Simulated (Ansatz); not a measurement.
Y (fcc (Cu type), Fm-3m) at seven volumes, r²SCAN in the plane-wave PAW code Ansatz, scaled uniformly. One row is withheld.

| V (Å³/atom) | P (GPa) |
|---|---|
| 30.202 | 4.12 |
| 31.198 | 2.58 |
| 32.194 | ? |
| 33.190 | 0.00 |
| 34.185 | -1.06 |
| 35.181 | -2.00 |
| 36.177 | -2.83 |

Fit the shown pressures and predict the withheld one.

Third-order Birch–Murnaghan: P = (3/2)B₀(x^(7/2) − x^(5/2))[1 + (3/4)(B′ − 4)(x − 1)] with x = (V₀/V)^(2/3). Least squares on the six rows gives V₀ = 33.193 Å³/atom, B₀ = 37.71 GPa, B′ = 3.14. At V = 32.194, x = 1.0206 and P = 1.21 GPa. The run itself gave 1.21 GPa.

The workflow started from a Materials Project entry (that database holds measured and hypothetical structures alike); the Crystallography Open Database files this formula in space group No. 225, but the cells were not matched. It is not the phase usual at ambient conditions (space group No. 194). Symmetry was held in the r²SCAN relaxation; its stability against distortions is not shown here. The run is not spin-polarised.

Potentials: the earlier of the program's two PAW sets. The files were generated under PBE; for other functionals the program regenerates the frozen cores, and for LDA and PBEsol the local potential too.
